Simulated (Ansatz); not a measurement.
# Electric field gradients in TiHg

All numbers below come from DFT LDA, scalar-relativistic, plane waves, PAW in Ansatz 0.2.0. Cutoff 420 eV, 14×14×10 k-points (Γ-centred), Fermi-Dirac smearing of 0.15 eV. No spin polarisation.

Equilibrium structure at this level:
```
Ti Hg
1.0
     2.94242    0.00000    0.00000
     0.00000    2.94242    0.00000
     0.00000    0.00000    4.00340
Ti Hg
1 1
Direct
  0.50000 0.50000 0.50000
  0.00000 0.00000 0.00000
```

In a metal these results depend on the k mesh and the smearing. Spin–orbit coupling is left out, which matters for gradients at heavy nuclei.

Question: Give V_zz (10²¹ V/m²) and the asymmetry η at each distinct site.

Answer:
```csv
atom,V_zz,η
Ti (atom 1),2.62,0.00
Hg (atom 2),-21.79,0.00
```

Cost: 1 run of about 0.1 core-minutes, on Arm Neoverse V2 (shared hosts).